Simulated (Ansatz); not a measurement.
Given:

NbSi:
```xyz
6
Lattice="5.5798 0.0000 0.0000 -2.7899 4.8323 0.0000 0.0000 0.0000 4.2985" Properties=species:S:1:pos:R:3 pbc="T T T"
Nb     2.7899     0.0000     0.0000
Nb     1.3950     2.4161     0.0000
Nb    -1.3950     2.4161     0.0000
Si     0.0000     0.0000     0.0000
Si     0.0000     3.2215     2.1493
Si     2.7899     1.6108     2.1493
```

This is the PBE-relaxed structure.

Problem. All from plane-wave PAW PBE (Ansatz code), unless another level is named. Give the electronic character.

Solution. metallic (no gap).

Problem. What about the formation energy from the elements (no fitted shifts)?

Solution. -0.092 eV/atom.

Problem. Give the density of states at the Fermi level.

Solution. 0.46 states/eV per atom (mean over ±0.08 eV).

Space group P6/mmm. A made-up cell: these elements were put on the sites of a structure type; neither database checked (COD, Materials Project) lists it. Whether it is the stable phase at ambient conditions was not checked. Symmetry was held in the PBE relaxation; whether a distortion lowers the energy is not shown. No spin polarisation was allowed. The references are the lowest solids computed at this level, not always the standard phases. Scalar-relativistic: spin–orbit coupling is off unless named, which matters more the heavier the elements.

Potentials: the later of the program's two PAW sets.
